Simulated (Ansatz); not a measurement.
## What DFT gives for KP2Rh2

```
CELL_PARAMETERS angstrom
0.00000 3.86857 0.00000
3.86857 0.00000 0.00000
1.93429 1.93429 -6.46721
ATOMIC_POSITIONS crystal
K 0.00000 0.00000 0.00000
Rh 0.75000 0.25000 0.50000
Rh 0.25000 0.75000 0.50000
P 0.36000 0.36000 0.28000
P 0.64000 0.64000 0.72000
```

The numbers come from plane-wave PAW DFT (Ansatz): r2SCAN, no spin polarisation, 500 eV, 9×9×9 Γ-centred k points, fermi-dirac occupations (width 0.0288 eV). Nothing was relaxed.

(1) How is the charge shared?

(2) Is the cell too large or too small?

(3) Which atom feels the largest force, and which way?

(4) What happens at the Fermi level?

Origin: a database entry at a rescaled volume. Caveats: forces this large suggest misplaced atoms in the database entry; atoms or cell far from equilibrium.

## Answers

(1) Bader charges in e: K +0.78, P -0.31, Rh -0.08. In the mean K gives up most and P takes most.

(2) The pressure is -4.2 GPa (compression positive), so with the atoms held at these fractions the cell would first shrink; the forces are large, so a full relaxation may end otherwise. The principal stresses -7.8, -2.4, -2.4 GPa differ, so its shape would change too.

(3) The largest is on P5 (and as large on other atoms): 2.39 eV/Å, components (0.00, 0.00, 2.39). It makes 54° with the line to a nearest neighbour, Rh2 at 2.40 Å.

(4) It is a metal, with about 1.4 states/eV a cell as the mean within 0.25 eV of the Fermi level, mostly P p (47 %) and Rh d (40 %).
